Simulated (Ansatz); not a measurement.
Te3Pb4Se (P4/mmm)

Method: DFT PBE, scalar-relativistic, plane waves, PAW in Ansatz 0.2.0.

Settings: cutoff 420 eV, Γ-centred mesh 8×8×4 on the computed 8-atom cell, Gaussian smearing of 0.02 eV; no spin polarisation.

The structure is relaxed at this level of theory with its symmetry kept, and needn't be the ground state of this composition.

```
Te Pb Se
1.0
     4.59345    0.00000    0.00000
     0.00000    4.59345    0.00000
     0.00000    0.00000   12.96101
Te Pb Se
3 4 1
Direct
  0.00000 0.00000 0.00000
  0.50000 0.50000 0.25092
  0.50000 0.50000 0.74908
  0.00000 0.00000 0.74158
  0.50000 0.50000 0.00000
  0.00000 0.00000 0.25842
  0.50000 0.50000 0.50000
  0.00000 0.00000 0.50000
```

* Space group: P4/mmm (No. 123)
* Volume per atom: 230.7 bohr³
* Formation energy from the elements' standard states (uncorrected): -0.430 eV/atom
* Kohn–Sham band gap: 0.44 eV
* Orbital (Löwdin) character of the top 1 eV of the valence band: Te 5p 65 %, Se 4p 13 %, Pb 6s 10 %, Pb 6p 10 %
* Orbital (Löwdin) character of the lowest 1 eV of the conduction band: Pb 6p 77 %
* Bader charge by site (e): Te (1 in the cell) -0.71, Te (2 in the cell) -0.70, Pb (2 in the cell) 0.74, Pb (1 in the cell) 0.70, Pb (1 in the cell) 0.83, Se (1 in the cell) -0.89

Spin-orbit coupling is left out, which matters for the bands of heavy elements.

The cell was found from a structure generator's guess, not taken from experiment. Kohn–Sham gaps at this level usually fall short of measured ones. Löwdin shares on free-atom orbitals overweight diffuse shells in the empty bands.
